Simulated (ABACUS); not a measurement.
Set-up for a self-consistent single point of SnO₂ (P4_2/mnm, 6 atoms in the cell; from Materials Project mp-856, changed as shown).

```
SnO2
1.0
    4.66952     0.00000     0.00000
    0.00000     4.66952     0.00000
    0.00000     0.00000     3.14335
Sn O
2 4
Cartesian
  2.33476   2.33476   1.57167
  0.00000   0.00000   0.00000
  0.90603   3.76350   1.57167
  3.76350   0.90603   1.57167
  3.24079   3.24079   0.00000
  1.42873   1.42873   0.00000
```

Level of theory: PBE, PseudoDojo 0.5 standard norm-conserving PBE (tails mended) pseudopotentials (plane waves; ABACUS).

ABACUS settings:

```
key                                                                   value
---------------  ----------------------------------------------------------
KPT                                                      Gamma 8 8 10 0 0 0
basis_type                                                               pw
dft_functional                                                          PBE
ecutwfc                                                               84 Ry
smearing_method                                                          fd
smearing_sigma                                                0.00146997 Ry
potentials       PseudoDojo 0.5 standard norm-conserving PBE (tails mended)
symmetry                                                                  1
ks_solver                                                      dav_subspace
scf_nmax                                                                100
scf_thr                                                          1.0e-09 Ry
mixing_type                                                           pulay
mixing_beta                                                             0.4
```

Estimate, at this level of theory: gap on the k-point mesh, pressure and largest force (vector length).

The run gave:

- Gap on the k-point mesh: 1.77 eV
- Pressure: 21.44 GPa
- Largest force (vector length): 0.242 eV/Å

The gap is read on the k-point mesh of the run and can differ from the gap over the whole zone at this level.

For comparison: a first run was changed to give this one (lattice scaled by 0.98), and from it to this one the free energy rises by 60.8 meV/atom, the pressure goes from 6.57 to 21.44 GPa, the largest force goes from 0.018 to 0.242 eV/Å and the gap on the mesh goes from 1.047 to 1.771 eV.

The structure comes from a collection of computed structures, made at another level of theory; the collection holds predicted forms beside known ones. At this pressure the cell is far from its equilibrium volume at this level.

Cost on one core: very roughly 4 core-minutes.

“Tails mended”: in these copies of the files the far tail of each local potential was reset to the Coulomb form.
